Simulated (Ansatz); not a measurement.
BaCuTeF:
```yaml
crystal:
  lattice:
    - [4.42003, 0.00000, 0.00000]
    - [0.00000, 4.42003, 0.00000]
    - [0.00000, 0.00000, 9.42706]
  atoms:
    - { symbol: Ba, position: [0.00000, 0.50000, 0.65668] }
    - { symbol: Ba, position: [0.50000, 0.00000, 0.34332] }
    - { symbol: Cu, position: [0.00000, 0.00000, 0.00000] }
    - { symbol: Cu, position: [0.50000, 0.50000, 0.00000] }
    - { symbol: Te, position: [0.50000, 0.00000, 0.84024] }
    - { symbol: Te, position: [0.00000, 0.50000, 0.15976] }
    - { symbol: F, position: [0.50000, 0.50000, 0.50000] }
    - { symbol: F, position: [0.00000, 0.00000, 0.50000] }
```

Relaxed with r²SCAN. Special points in fractions of this cell's reciprocal vectors: Γ (0.000, 0.000, 0.000); X (0.000, 0.500, 0.000); M (0.500, 0.500, 0.000); Z (0.000, 0.000, 0.500); R (0.000, 0.500, 0.500); A (0.500, 0.500, 0.500).

### Question
List the band energies nearest the valence-band maximum at these points for DFT-r²SCAN in the program Ansatz with PAW potentials.

### Answer
In eV from the valence-band maximum; about four levels below and three above (degenerate sets whole), none deeper than 8.9 eV; points with the same levels are listed once.

| k | below | above |
|---|---|---|
| Γ | -1.67 -0.62 0.00 0.00 | 1.23 2.23 2.41 2.41 |
| X | -0.93 -0.93 -0.72 -0.72 | 2.34 2.34 2.86 2.86 |
| M | -1.93 -1.93 -1.53 -1.53 | 2.66 2.66 3.31 3.31 |
| Z | -1.67 -0.71 -0.01 -0.01 | 1.42 1.89 2.39 |
| R | -0.88 -0.88 -0.71 -0.71 | 2.45 2.45 3.00 3.00 |
| A | -1.94 -1.94 -1.53 -1.53 | 3.17 3.17 3.34 3.34 |

Space group P4/nmm. The workflow started from a Materials Project entry (that database holds measured and hypothetical structures alike); the Crystallography Open Database copy checked does not list it. Whether it is the stable phase at ambient conditions was not checked. The cell was relaxed with r²SCAN under the symmetry of its start; phonons show weakly imaginary modes. The run is not spin-polarised. No Hubbard U is applied. Spin–orbit coupling is left out wherever it is not named.

Potentials: the earlier of the program's two PAW sets. The files were generated under PBE; for other functionals the program regenerates the frozen cores, and for LDA and PBEsol the local potential too.
